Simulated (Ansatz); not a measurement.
Starting cell, Ca (fcc, Cu type):

```
Ca
1.0
    0.00000     5.56846     5.56846
    2.78423     0.00000     2.78423
    2.78423     2.78423     0.00000
Ca
2
Direct
  0.00000   0.00000   0.00000
  0.50000   0.00000   0.00000
```

A phonon eigenvector at L = (0.5, 0.0, 0.0) is frozen into this cell: atom i moves by Q times the vector below, so Q is the largest atomic displacement, in Å. The cell is held. (q is in reciprocal vectors of the primitive cell; the cell shown is doubled to hold the pattern.)

```tsv
atom	x	y	z
Ca1	0.577	-0.577	-0.577
Ca2	-0.577	0.577	0.577
```

Calculation: r2SCAN (plane waves to 500 eV, PAW, scalar-relativistic; Ansatz, a quantum-chemistry and plane-wave program). k mesh 7×14×14 (Γ-centred), Fermi-Dirac smearing 0.05 eV. The energy includes the smearing's −TS. With partly filled bands, energies and forces of such displacements shift with the k mesh and the smearing. Ca was relaxed with its symmetry unable to fall. The zero of ΔE is the undisplaced structure. The last digit holds for this mesh only.

```json
[
 {"Q (Å)": "-0.1000", "ΔE (meV/cell)": "38.15"},
 {"Q (Å)": "-0.0833", "ΔE (meV/cell)": "26.48"},
 {"Q (Å)": "-0.0667", "ΔE (meV/cell)": "16.94"},
 {"Q (Å)": "-0.0500", "ΔE (meV/cell)": "9.52"},
 {"Q (Å)": "-0.0333", "ΔE (meV/cell)": "withheld"},
 {"Q (Å)": "-0.0167", "ΔE (meV/cell)": "1.06"},
 {"Q (Å)": "0.0000", "ΔE (meV/cell)": "0.00"},
 {"Q (Å)": "0.0167", "ΔE (meV/cell)": "1.06"},
 {"Q (Å)": "0.0333", "ΔE (meV/cell)": "withheld"},
 {"Q (Å)": "0.0500", "ΔE (meV/cell)": "9.52"},
 {"Q (Å)": "0.0667", "ΔE (meV/cell)": "16.94"},
 {"Q (Å)": "0.0833", "ΔE (meV/cell)": "26.48"},
 {"Q (Å)": "0.1000", "ΔE (meV/cell)": "38.15"}
]
```

### Question
Fit an even polynomial form (powers 2, 4) to the given rows and predict ΔE at Q = 0.0333.

### Answer
Least squares on the 11 given rows: ΔE = (3807)·Q² + (830.5)·Q⁴, in meV/cell with Q in Å; root-mean-square residual 0.012 meV/cell. At 0.0333 the fit gives 4.22 meV/cell; the calculation gives 4.23 meV/cell, so the interpolation is off by -0.01 (-0.2 %). The quadratic term alone would give 4.22 meV/cell.

(A displaced cell: forces are minus the slopes of the energy, force constants its curvatures, and phonons follow from these.)
